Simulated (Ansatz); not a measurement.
Ti2GeB2 in space group P-6m2 (No. 187; Ti on 2h, Ge on 1a, B on 1b, B on 1f) under volume change, DFT-r²SCAN in the program Ansatz with PAW potentials, shape and atoms relaxed at each volume.

| V (Å³/atom) | E − E(relaxed) (meV/atom) | P (GPa) |
|---|---|---|
| 10.571 | 63.1 | 20.96 |
| 10.919 | ? | ? |
| 11.268 | ? | ? |
| 11.616 | 0.0 | 0.00 |
| 11.965 | 5.6 | -5.06 |
| 12.313 | 21.5 | -9.38 |
| 12.662 | 46.0 | -13.05 |

### Question
Fill in the missing entries.

### Answer

- 10.919, E − E(relaxed) (meV/atom): 26.5
- 10.919, P (GPa): 12.86
- 11.268, E − E(relaxed) (meV/atom): 6.3
- 11.268, P (GPa): 5.92

### Question
What does a third-order Birch–Murnaghan fit give for V₀, B₀ and B′?

### Answer
V₀ = 11.62 Å³/atom, B₀ = 182 GPa, B′ = 4.2.

The start of the workflow was typed in or built on a structure type; neither database checked (COD, Materials Project) lists it. Its standing as an ambient phase is unchecked. The cell was relaxed with r²SCAN under the symmetry of its start; its stability against distortions is not shown here. No spin polarisation was allowed.

Potentials: the earlier of the program's two PAW sets. The files were generated under PBE; for other functionals the program regenerates the frozen cores, and for LDA and PBEsol the local potential too.
